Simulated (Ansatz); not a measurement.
HfB (rock salt, space group No. 225) under volume change, PBE (plane waves, PAW; program Ansatz), scaled uniformly.

| V (Å³/atom) | E − E(relaxed) (meV/atom) | P (GPa) |
|---|---|---|
| 12.846 | 70.4 | 19.19 |
| 13.270 | 29.7 | 11.82 |
| 13.693 | 7.1 | 5.47 |
| 14.117 | 0.0 | 0.00 |
| 14.540 | 6.4 | -4.73 |
| 14.964 | 24.4 | -8.82 |
| 15.387 | 52.6 | -12.37 |

### Question
What does a third-order Birch–Murnaghan fit give for V₀, B₀ and B′?

### Answer
V₀ = 14.12 Å³/atom, B₀ = 170 GPa, B′ = 3.9.

Space group Fm-3m (rock salt). The workflow started from an entry of the Crystallography Open Database (COD). Whether it is the stable phase at ambient conditions was not checked. The cell was relaxed with PBE under the symmetry of its start; its stability against distortions is not shown here. The run is not spin-polarised. Scalar-relativistic: spin–orbit coupling is off unless named, which matters more the heavier the elements.

Potentials: the later of the program's two PAW sets.
